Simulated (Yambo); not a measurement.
NaBH₄: sweep of GW parameters

G0W0@PBEsol for NaBH4 (space group P-42_1c, No. 114) in Yambo. Reference settings: 4×4×2 Γ-centred k mesh, bands 3 to 191 and a 8 Ry block in the screening, 191 bands in G with the Bruneval-Gonze terminator, plasmon pole fitted at 27.2 eV. The PBEsol gap Γ → Γ on this mesh is 6.24 eV; G0W0 gaps are taken between the same points.

| change from the reference | G0W0 gap Γ → Γ (eV) | shift of the valence edge (eV) | rough Yambo cost |
|---|---|---|---|
| reference settings | 9.19 | -1.88 | 1 |
| 68 bands in W, 68 bands in G | 9.17 | -1.63 | about 1/3 |
| 121 bands in W, 121 bands in G | 9.17 | -1.80 | within a factor of two |
| 68 bands in G | 9.19 | -1.84 | – |
| 121 bands in G | 9.19 | -1.87 | – |
| 86 bands in W | 9.17 | -1.74 | about 1/2 |
| 3 Ry block | 8.81 | -1.51 | within a factor of two |
| 2 Ry block | 8.77 | -1.42 | within a factor of two |
| 7 Ry block | 9.16 | -1.86 | within a factor of two |
| no random integration | 9.13 | -1.77 | – |
| 68 bands in G, no terminator | 9.08 | -1.46 | – |
| no terminator | 9.17 | -1.81 | – |

The reference isn't shown to be the converged limit. Costs are rough (shared machines), scaled to the same edge states, and given only for runs that recompute the screening. In the run with 191 bands and a 8 Ry block, which covers more k points, the smallest G0W0 gap is 9.16 eV, Γ → M. The mesh misses a band edge: along a dense path the PBEsol gap is 6.12 eV against 6.24 eV on the mesh.

Geometry of the Materials Project entry, not relaxed at this level; primitive cell a = 4.276 Å, b = 4.276 Å, c = 5.799 Å, α = 90.00°, β = 90.00°, γ = 90.00°.

The structure is a Materials Project entry; no match was found in the copy of COD used, and its stability was not checked.

A shift is the quasiparticle energy of the state minus its PBEsol energy.
